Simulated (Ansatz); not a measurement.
Starting cell, GaN (wurtzite):

```
GaN
1.0
    6.36625     0.00000     0.00000
   -1.59156     2.75667     0.00000
    0.00000     0.00000     5.18363
Ga N
4 4
Direct
  0.33333   0.33333   0.00099
  0.83333   0.33333   0.00099
  0.16667   0.66667   0.50099
  0.66667   0.66667   0.50099
  0.33333   0.33333   0.62421
  0.83333   0.33333   0.62421
  0.16667   0.66667   0.12421
  0.66667   0.66667   0.12421
```

A phonon eigenvector at M = (0.5, 0.0, 0.0) is frozen into this cell: atom i moves by Q times the vector below, so Q is the largest atomic displacement, in Å. The cell is held. (q is in reciprocal vectors of the primitive cell; the cell shown is doubled to hold the pattern.)

| atom | x | y | z |
|---|---|---|---|
| Ga1 | 0.813 | 0.470 | -0.344 |
| Ga2 | -0.813 | -0.470 | 0.344 |
| Ga3 | 0.813 | 0.470 | 0.344 |
| Ga4 | -0.813 | -0.470 | -0.344 |
| N5 | 0.131 | 0.075 | 0.159 |
| N6 | -0.131 | -0.075 | -0.159 |
| N7 | 0.131 | 0.075 | -0.159 |
| N8 | -0.131 | -0.075 | 0.159 |

All values below come from r2SCAN (plane waves to 500 eV, PAW, scalar-relativistic; Ansatz, an electronic-structure program). k mesh 6×12×7 (Γ-centred), Fermi-Dirac smearing 0.05 eV. GaN was relaxed with its symmetry unable to fall.

At one point of the scan the forces (eV/Å) are:

| atom | Fx | Fy | Fz |
|---|---|---|---|
| Ga1 | 4.910 | 2.835 | -2.558 |
| Ga2 | -6.882 | -3.973 | 1.281 |
| Ga3 | 6.882 | 3.973 | 1.281 |
| Ga4 | -4.910 | -2.835 | -2.558 |
| N5 | -0.841 | -0.485 | 0.474 |
| N6 | -2.084 | -1.203 | 0.803 |
| N7 | 2.084 | 1.203 | 0.803 |
| N8 | 0.841 | 0.485 | 0.474 |

Task: Which point is it?
A) Q = -0.233 Å
B) Q = -0.047 Å
C) Q = -0.280 Å
D) Q = -0.093 Å

Result: C, Q = -0.280 Å

(A displaced cell: forces are minus the slopes of the energy, force constants its curvatures, and phonons follow from these.)
